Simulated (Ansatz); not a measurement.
This cell of WS2 (2H-MoS2 type, space group P6_3/mmc) is off equilibrium:

```
WS2
1.0
    3.11087     0.00000     0.00000
   -1.55544     2.69409     0.00000
    0.00000     0.00000    11.81146
W S
2 4
Direct
  0.33333   0.66667   0.25000
  0.66667   0.33333   0.75000
  0.33333   0.66667   0.62026
  0.66667   0.33333   0.12026
  0.66667   0.33333   0.37974
  0.33333   0.66667   0.87974
```

Method: PBE-D3(BJ) (plane waves to 420 eV, PAW, scalar-relativistic; Ansatz, an electronic-structure program). k mesh 12×12×3 (Γ-centred), Fermi-Dirac smearing 0.05 eV. Energies are smeared free energies. Compression counts positive. As the atoms are clamped, bonds stretch with the cell, which overstates energies and stresses. Spin-orbit coupling is left out, though W is heavy. WS2 is run without spin polarisation. WS2 was relaxed with its symmetry unable to fall.

Question: Give the stress tensor in GPa and the pressure.

Answer: 
```
    9.3      0.0      0.0
    0.0      9.3      0.0
    0.0      0.0     13.2
```
The pressure, a third of the trace, is 10.6 GPa.

Question: It is the relaxed cell deformed to V/V₀ = 0.947, (c/a)/(c/a)₀ = 0.987, c along z, fractional positions held. What is its energy relative to the relaxed cell?

Answer: 31.1 meV/atom.

(Under strain, the slope of the energy per volume gives the stress and its curvature an elastic modulus.)
